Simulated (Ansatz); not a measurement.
Data:

F:
```cif
data_F4
_chemical_formula_sum 'F4'
_space_group_name_H-M_alt 'P 1'
_space_group_IT_number 1
_cell_length_a 3.10476
_cell_length_b 3.10476
_cell_length_c 7.24420
_cell_angle_alpha 74.891
_cell_angle_beta 105.109
_cell_angle_gamma 120.054
loop_
_space_group_symop_operation_xyz
  'x, y, z'
loop_
_atom_site_label
_atom_site_type_symbol
_atom_site_fract_x
_atom_site_fract_y
_atom_site_fract_z
_atom_site_occupancy
F1 F 0.08266 0.91734 0.09532 1
F2 F 0.91734 0.08266 0.90468 1
F3 F 0.49568 0.50432 0.59552 1
F4 F 0.50432 0.49568 0.40448 1
```

This is the r²SCAN-relaxed structure.

Question: All from r²SCAN in the plane-wave PAW code Ansatz, unless another level is named. Predict the smallest direct gap on the standard path.

Answer: 3.75 eV.

Question: Predict the band gap.

Answer: 3.69 eV (indirect).

Question: Predict the conduction-band minimum.

Answer: at Γ.

Space group C2/m. The workflow started from an entry of the Crystallography Open Database (COD, 23 K), which files this formula under 3 space groups. It is not the usual solid phase (space group No. 15). The cell was relaxed with r²SCAN under the symmetry of its start; its stability against distortions is not shown here. The substance is a gas or liquid at ambient conditions. A crystal of weakly bound molecules computed without a dispersion correction: the cell and the soft elastic constants depend strongly on that.

Potentials: the later of the program's two PAW sets.
